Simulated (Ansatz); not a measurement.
# FeAu and the effect of the functional

The cell as given:

Symmetry: R-3m, No. 166, trigonal system. Conventional cell: a = 2.823 Å, b = 2.823 Å, c = 13.408 Å, α = 90.00°, β = 90.00°, γ = 120.00°. Around Au (site symmetry -3m) lie 6 Fe at 2.77 Å and 6 Au at 2.82 Å. Fe (site symmetry -3m) has 6 Au at 2.77 Å and 6 Fe at 2.82 Å as nearest neighbours.

The cell comes from a database or a generator and needn't be the stable form of this composition.

Kept alike: task relaxation of cell and atoms; k mesh 11 × 11 × 11; occupations fermi-dirac, width 0.05 eV; collinear spin, ferromagnetic start. Program: Ansatz, Ansatz PAW. Cutoffs run from 420 to 500 eV. The mesh is that of the run's cell of 2 atoms. No spin-orbit coupling.

| run | volume (Å³/atom) | largest site moment (μB) |
| --- | --- | --- |
| A | 15.674 | 2.99 |
| B | 15.135 | 3.17 |
| C | 15.809 | 3.01 |
| D | 15.330 | 2.93 |
| E | 14.087 | 2.73 |
| F | 14.555 | 2.84 |
| G | 16.297 | 2.93 |

The relaxations keep at least the cell's symmetry (R-3m). For a metal such a mesh leaves the last digits unconverged. Relaxations stop with a little pressure left, so the last digits of a volume or edge aren't settled. Ansatz's relaxations hold a Pulay term in the stress (up to 0.1 GPa here). The runs hold the magnetic state that their start led to, which needn't be the lowest. Site moments count inside each atom's sphere or projector. All rows use potentials made for PBE.

Problem. The runs differ in the functional (and the cutoff that goes with it) alone: BLYP; LDA; PBE; PBEsol; RPBE; r2SCAN; revPBE. Which run is which?

Solution. Run A is revPBE; run B is r2SCAN; run C is RPBE; run D is PBE; run E is LDA; run F is PBEsol; run G is BLYP. The volume runs from 14.087 (LDA) to 16.297 Å³/atom (BLYP). From PBE: BLYP +0.967; LDA -1.243; PBEsol -0.775; RPBE +0.479; r2SCAN -0.195; revPBE +0.344. The largest site moment runs from 2.73 (LDA) to 3.17 μB (r2SCAN). From PBE: BLYP +0.00; LDA -0.20; PBEsol -0.09; RPBE +0.08; r2SCAN +0.24; revPBE +0.06.
